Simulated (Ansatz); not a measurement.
Relaxed-ion elastic tensor of CrC (rock salt, Fm-3m) in GPa (Voigt order), PBEsol in the plane-wave PAW code Ansatz; density 6.46 g/cm³, 8.23 Å³ per atom.

```
     1    2    3    4    5    6
-  ---  ---  ---  ---  ---  ---
1  581  116  116  0.0  0.0  0.0
2  116  581  116  0.0  0.0  0.0
3  116  116  581  0.0  0.0  0.0
4  0.0  0.0  0.0  111  0.0  0.0
5  0.0  0.0  0.0  0.0  111  0.0
6  0.0  0.0  0.0  0.0  0.0  111
```

Problem. Is the crystal mechanically stable?

Solution. Yes: the smallest eigenvalue of C is 111 GPa.

Problem. Work out the Voigt, Reuss and Hill averages.

Solution. K_V = 271, K_R = 271, K_H = 271; G_V = 159, G_R = 140, G_H = 150 GPa.

Problem. Give Young's modulus, Poisson's ratio, Pugh's ratio and the universal anisotropy index.

Solution. E = 9KG/(3K + G) = 379 GPa; ν = 0.27; K/G = 1.81 (near the Pugh limit of 1.75, no verdict); A_U = 5G_V/G_R + K_V/K_R − 6 = 0.69.

Problem. Estimate the sound speeds and the Debye temperature.

Solution. v_l = √((K + 4G/3)/ρ) = 8540 m/s, v_t = √(G/ρ) = 4820 m/s, mean 5360 m/s; Θ = (h/k)(3n/4πV)^(1/3) v_m = 790 K.

The first step of the workflow began from a Materials Project structure, measured or hypothetical; the Crystallography Open Database copy checked does not list it. Whether it is the stable phase at ambient conditions was not checked. Symmetry was held in the PBEsol relaxation; whether a distortion lowers the energy is not shown. The final state is ferromagnetic, chosen from 3 collinear starts compared on coarse meshes (ties went to the first, and starts can fall back to one state), not a proven ground state. As this level gives no gap, shear constants depend on the k-mesh and smearing (Fermi–Dirac, 0.1 eV here). On the denser mesh and wider smearing of the elastic run this cell carries a stress of 0.7 GPa.

Potentials: the later of the program's two PAW sets.
